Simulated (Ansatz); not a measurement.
Cost and result for the equilibrium volume of SiF

```cif
data_structure
_symmetry_space_group_name_H-M 'R-3m:H'
_symmetry_Int_Tables_number 166
_cell_length_a 2.6772
_cell_length_b 2.6772
_cell_length_c 11.6949
_cell_angle_alpha 90.000
_cell_angle_beta 90.000
_cell_angle_gamma 120.000
_cell_volume 72.59
loop_
_atom_site_label
_atom_site_type_symbol
_atom_site_symmetry_multiplicity
_atom_site_Wyckoff_symbol
_atom_site_fract_x
_atom_site_fract_y
_atom_site_fract_z
_atom_site_occupancy
Si1 Si 3 b 0.33333 0.66667 0.16667 1
F1 F 3 a 0.00000 0.00000 0.00000 1
```

The cell comes from a database or a generator and needn't be the stable form of this composition.

| rung | level | program and potentials | cutoff (eV) | k mesh | smearing | core time | chip | equilibrium volume (Å³/atom) | notes |
| --- | --- | --- | --- | --- | --- | --- | --- | --- | --- |
| meta-GGA + dispersion | r2SCAN+D3(BJ)+ATM | Ansatz, Ansatz PAW | 500 | 12 × 12 × 12 | fermi-dirac 0.05 | 41 s | Arm Neoverse V2 | 11.54 | potentials made for PBE, which Ansatz adapts in part |
| meta-GGA + dispersion | r2SCAN+D3(BJ) | Ansatz, Ansatz PAW | 500 | 12 × 12 × 12 | fermi-dirac 0.05 | 41 s | Arm Neoverse V2 | 11.50 | potentials made for PBE, which Ansatz adapts in part |
| meta-GGA + dispersion | r2SCAN+D4 | Ansatz, Ansatz PAW | 500 | 12 × 12 × 12 | fermi-dirac 0.05 | 42 s | Arm Neoverse V2 | 11.54 | potentials made for PBE, which Ansatz adapts in part |
| meta-GGA | r2SCAN | Ansatz, Ansatz PAW | 500 | 12 × 12 × 12 | fermi-dirac 0.05 | 44 s | Arm Neoverse V2 | 11.67 | potentials made for PBE, which Ansatz adapts in part |
| meta-GGA + dispersion | r2SCAN+rVV10 | Ansatz, Ansatz PAW | 500 | 12 × 12 × 12 | fermi-dirac 0.05 | 62 s | Arm Neoverse V2 | 11.56 | potentials made for PBE, which Ansatz adapts in part |
| hybrid | PBEsol0 | Ansatz, Ansatz PAW | 420 | 6 × 6 × 6 | fermi-dirac 0.05 | 1.7 min | AMD EPYC 7R13 Zen 3 | 11.33 | coarse mesh; potentials made for PBE, which Ansatz adapts in part |

Times are single runs on shared hosts and different chips, so they are rough; meshes, cutoffs and the tasks' sizes weigh on the time. Task: relaxation of cell and atoms. All rows: no spin polarisation. Smearing widths are in eV. For a metal such meshes aren't converged. Meshes differ between rows, which moves values too. Meshes are those of the run's cell of 2 atoms unless a note names another. Relaxations start from the cell shown or near it and stop with a little pressure left. Runs on faulty files, with rough fits or with known faults for this quantity aren't shown. No row holds spin-orbit coupling.

By rung: meta-GGA + dispersion 11.50 to 11.56; meta-GGA 11.67; hybrid on coarse meshes 11.33 (Å³/atom).
